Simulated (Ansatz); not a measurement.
Ag3Sn:
```
Ag3Sn
1.0
    3.04218     0.00000     0.00000
   -1.52109     2.63461     0.00000
    0.00000     0.00000     9.38006
Ag Sn
3 1
Direct
  0.00000   0.00000   0.50000
  0.66667   0.33333   0.26175
  0.66667   0.33333   0.73825
  0.00000   0.00000   0.00000
```

Relaxed with PBEsol. Special points in fractions of this cell's reciprocal vectors: Γ (0.000, 0.000, 0.000); M (0.500, 0.000, 0.000); K (0.333, 0.333, 0.000); A (0.000, 0.000, 0.500); L (0.500, 0.000, 0.500); H (0.333, 0.333, 0.500).

Task: List the band energies nearest the Fermi level at these points for plane-wave PAW PBEsol with spin–orbit coupling (Ansatz code).

Result: In eV from the Fermi level; about four levels below and three above (degenerate sets whole), none deeper than 8.9 eV; points with the same levels are listed once.

| k | below | above |
|---|---|---|
| Γ | -3.00 -3.00 -1.46 -1.46 | 1.13 1.13 8.86 8.86 |
| M | -2.61 -2.61 -0.58 -0.58 | 0.32 0.32 1.41 1.41 |
| K | -1.97 -1.85 -1.79 -1.59 | 1.63 1.67 2.63 |
| A | -3.18 -3.18 -3.00 -3.00 | 3.46 3.46 5.44 5.44 |
| L | -2.68 -2.68 -0.83 -0.83 | 0.63 0.63 1.69 1.69 |
| H | -1.99 -1.79 -1.63 -1.41 | 1.43 1.46 2.33 |

Space group P-6m2. The first step of the workflow began from a Materials Project structure, measured or hypothetical; the Crystallography Open Database copy checked does not list it. COD files the formula under space group No. 59. With Ag and Sn taken as one species the cell has the higher symmetry P6_3/mmc, so it may be an ordered model of a mixed-site phase. Whether it is the stable phase at ambient conditions was not checked. Symmetry was held in the PBEsol relaxation; its stability against distortions is not shown here. No spin polarisation was allowed.

Potentials: the later of the program's two PAW sets.
